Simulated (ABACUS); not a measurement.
Consider a self-consistent single point of InAs (F-43m, 8 atoms in the cell; from Materials Project mp-20305, changed as shown).

```
InAs
1.0
    5.98498     0.00000     0.00000
    0.00000     5.98498     0.00000
    0.00000     0.00000     5.98498
In As
4 4
Cartesian
  1.49624   1.49624   1.49624
  1.49624   4.48873   4.48873
  4.48873   1.49624   4.48873
  4.48873   4.48873   1.49624
  0.00000   0.00000   0.00000
  0.00000   2.99249   2.99249
  2.99249   0.00000   2.99249
  2.99249   2.99249   0.00000
```

All values come from this method and carry its errors: PBE, numerical atomic orbitals DZP (confined pseudo-atomic orbitals with Gaussian additions; energy shift 0.003 Ry), PseudoDojo 0.5 standard norm-conserving PBE (tails mended) pseudopotentials in ABACUS 3.10.1.

ABACUS settings:

- basis: DZP numerical atomic orbitals, energy shift 0.003 Ry
- KPT: Gamma 4 4 4 0 0 0
- basis_type: lcao
- dft_functional: PBE
- ecutwfc: 100 Ry
- smearing_method: fd
- smearing_sigma: 0.00734986 Ry
- potentials: PseudoDojo 0.5 standard norm-conserving PBE (tails mended)
- symmetry: 1
- ks_solver: scalapack_gvx
- scf_nmax: 100
- scf_thr: 1.0e-07
- mixing_type: broyden
- mixing_beta: 0.4

Results:

- Number of valence electrons: 112
- Number of bands: 68
- Number of k-points after the program's reduction: 10
- Size of the basis: 200
- Number of SCF iterations: 10
- Free energy E − TS: -18778.7871 eV
- Fermi level (on the code's own zero): 8.71 eV
- Pressure: 6.84 GPa

Stress (GPa, positive for compression):
```
6.84  0.00  0.00
0.00  6.84  0.00
0.00  0.00  6.84
```

For comparison: a first run was changed to give this one (lattice scaled by 0.98), and from it to this one the free energy goes up by 48.5 meV/atom and the pressure goes from 2.65 to 6.84 GPa.

The atom-centred basis is finite, which shifts total energies and pressures against plane waves. The structure comes from a collection of computed structures, made at another level of theory; the collection holds predicted forms beside known ones. No clean gap shows at this smearing width and mesh (spacing up to 0.26 Å⁻¹); the mesh is coarse for partly filled bands, so the values carry mesh errors. Semi-local functionals can close small gaps.

Cost on one core: about 110 core-seconds (a rough figure).

The atomic orbitals were generated for these runs; they are not ABACUS's published sets and were checked against plane waves on a few crystals only.

“Tails mended”: in these copies of the files the far tail of each local potential was reset to the Coulomb form.
